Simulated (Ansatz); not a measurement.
Ni (hcp, Mg type)

```xyz
2
Lattice="2.4468 0.0000 0.0000 -1.2234 2.1190 0.0000 0.0000 0.0000 4.0174" Properties=species:S:1:pos:R:3 pbc="T T T"
Ni     0.0000     1.4127     1.0043
Ni     1.2234     0.7063     3.0130
```

Grid over V/V₀ and (c/a)/(c/a)₀, subscript 0 meaning the relaxed cell; the conventional c axis lies along z; no internal relaxation.

The numbers are results of PBEsol (plane waves to 420 eV, PAW, scalar-relativistic; Ansatz, a quantum-chemistry and plane-wave program), not measurements. k mesh 22×22×12 (Γ-centred), Fermi-Dirac smearing 0.05 eV. Compression counts positive. With partly filled bands, the response to shear is sensitive to the k mesh, so small differences along c/a are uncertain. Ni was relaxed with its symmetry unable to fall. Relaxed Ni ends ferromagnetic. This is one of several known forms of Ni; the measured ambient cells at hand have space group No. 225. Other magnetic orders were not checked, so this need not be the ground state. The last digit holds for this mesh only.

Changes of σxx (GPa) from the point V/V₀ = 1.000, (c/a)/(c/a)₀ = 1.000 when one coordinate moves alone (two changes are said to add if the coupling is within 5 % of the smaller one, nearly so within 20 %):

```json
[
 {"point": "V/V₀ = 1.000, (c/a)/(c/a)₀ = 0.920", "change": "-4.86"},
 {"point": "V/V₀ = 1.000, (c/a)/(c/a)₀ = 0.960", "change": "-2.91"},
 {"point": "V/V₀ = 0.960, (c/a)/(c/a)₀ = 1.000", "change": "10.31"},
 {"point": "V/V₀ = 0.980, (c/a)/(c/a)₀ = 1.000", "change": "4.86"},
 {"point": "V/V₀ = 1.020, (c/a)/(c/a)₀ = 1.000", "change": "-4.32"},
 {"point": "V/V₀ = 1.040, (c/a)/(c/a)₀ = 1.000", "change": "-8.16"},
 {"point": "V/V₀ = 1.000, (c/a)/(c/a)₀ = 1.040", "change": "4.00"},
 {"point": "V/V₀ = 1.000, (c/a)/(c/a)₀ = 1.080", "change": "8.97"}
]
```

**Question.** What is the change at V/V₀ = 0.960, (c/a)/(c/a)₀ = 0.960, where both move, and how far is it from the sum?

**Answer.** The sum of the single changes is 10.31 + (-2.91) = 7.40; the calculation gives 6.92, so the coupling contributes -0.48 (under 20 % of the smaller single change, nearly additive).

**Question.** Do the two effects add at V/V₀ = 1.020, (c/a)/(c/a)₀ = 0.920? Give the computed change.

**Answer.** The sum of the single changes is -4.32 + (-4.86) = -9.18; the calculation gives -8.78, so the coupling contributes 0.40 (under 20 % of the smaller single change, nearly additive).

**Question.** What is the change at V/V₀ = 1.020, (c/a)/(c/a)₀ = 0.960, where both move, and how far is it from the sum?

**Answer.** The sum of the single changes is -4.32 + (-2.91) = -7.23; the calculation gives -7.00, so the coupling contributes 0.23 (under 20 % of the smaller single change, nearly additive).

(A scan under strain: stresses follow from slopes of the energy per volume, elastic moduli from its curvatures.)
